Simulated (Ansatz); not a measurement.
Starting cell, CdSe (wurtzite):

```
CELL_PARAMETERS angstrom
      8.76543     0.00000     0.00000
     -2.19136     3.79554     0.00000
      0.00000     0.00000     7.15447
ATOMIC_POSITIONS crystal
  Cd 0.33333 0.33333 0.00047
  Cd 0.83333 0.33333 0.00047
  Cd 0.16667 0.66667 0.50047
  Cd 0.66667 0.66667 0.50047
  Se 0.33333 0.33333 0.62473
  Se 0.83333 0.33333 0.62473
  Se 0.16667 0.66667 0.12473
  Se 0.66667 0.66667 0.12473
```

A phonon eigenvector at M = (0.5, 0.0, 0.0) is frozen into this cell: atom i moves by Q times the vector below, so Q is the largest atomic displacement, in Å. The cell is held. (q is in reciprocal vectors of the primitive cell; the cell shown is doubled to hold the pattern.)

```
atom       x       y       z
----  ------  ------  ------
Cd1   -0.248  -0.143  -0.341
Cd2    0.248   0.143   0.341
Cd3    0.248   0.143  -0.341
Cd4   -0.248  -0.143   0.341
Se5    0.849   0.490   0.195
Se6   -0.849  -0.490  -0.195
Se7   -0.849  -0.490   0.195
Se8    0.849   0.490  -0.195
```

Calculation: PBE (plane waves to 420 eV, PAW, scalar-relativistic; Ansatz, a first-principles code). k mesh 9×9×5 (Γ-centred), Fermi-Dirac smearing 0.05 eV. E stands for the smeared free energy. CdSe was relaxed with its symmetry unable to fall. ΔE is measured from the undisplaced structure.

```json
[
 {"Q (Å)": "-0.100", "ΔE (meV/cell)": "222.2"},
 {"Q (Å)": "-0.067", "ΔE (meV/cell)": "98.3"},
 {"Q (Å)": "-0.033", "ΔE (meV/cell)": "24.5"},
 {"Q (Å)": "0.000", "ΔE (meV/cell)": "0.0"},
 {"Q (Å)": "0.033", "ΔE (meV/cell)": "24.5"},
 {"Q (Å)": "0.067", "ΔE (meV/cell)": "98.3"},
 {"Q (Å)": "0.100", "ΔE (meV/cell)": "222.2"}
]
```

Problem. Which DFPT wavenumber at M = (0.5, 0.0, 0.0) belongs to this mode?
(A) 172 cm⁻¹
(B) 108 cm⁻¹
(C) 34 cm⁻¹

Solution. A, 172 cm⁻¹. The curvature of the scan gives 172 cm⁻¹

(A displaced cell: forces are minus the slopes of the energy, force constants its curvatures, and phonons follow from these.)
